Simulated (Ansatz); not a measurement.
# CsPbCl₃: reading a single point

```
Pb Cl Cs
1.0
     5.63993    0.00000    0.00000
     0.00000    5.63993    0.00000
     0.00000    0.00000    5.63993
Pb Cl Cs
1 3 1
Direct
  0.50000 0.50000 0.50000
  0.00000 0.50000 0.50000
  0.50000 0.00000 0.50000
  0.50000 0.50000 0.00000
  0.00000 0.00000 0.00000
```

Single point in Ansatz 0.2.0 with PBE, no spin polarisation. Cutoff 420 eV, PAW datasets, 5×5×5 Γ-centred k mesh, fermi-dirac filling (width 0.1 eV).

Metal or insulator? Give the gap.

The gap is 2.01 eV, direct at the points sampled.

What is the character of the valence top and the conduction bottom?

Within 0.7 eV of the edges, the states project mainly on Cl p (63 %) and Pb s (26 %) below the gap and on Pb p (77 %) above it.

What does the stress say?

The pressure is 1.2 GPa (compression positive), so with the atoms held at these fractions the cell would first expand.

Is it stable against the elements?

-1.56 eV an atom against the elements' usual phases (free molecules for gases, crystals otherwise, with no correction for O₂ or N₂), so it is bound against them; other compounds may still compete. Relaxing would lower it.

Give the Bader charges.

Bader charges in e: Cs +0.90, Pb +1.26, Cl -0.72. In the mean Pb gives up most and Cl takes most.

Origin: a database entry at a rescaled volume. Caveats: no spin-orbit coupling, which can shift this gap by tenths of an eV; the mesh misses a band edge that the path finds.
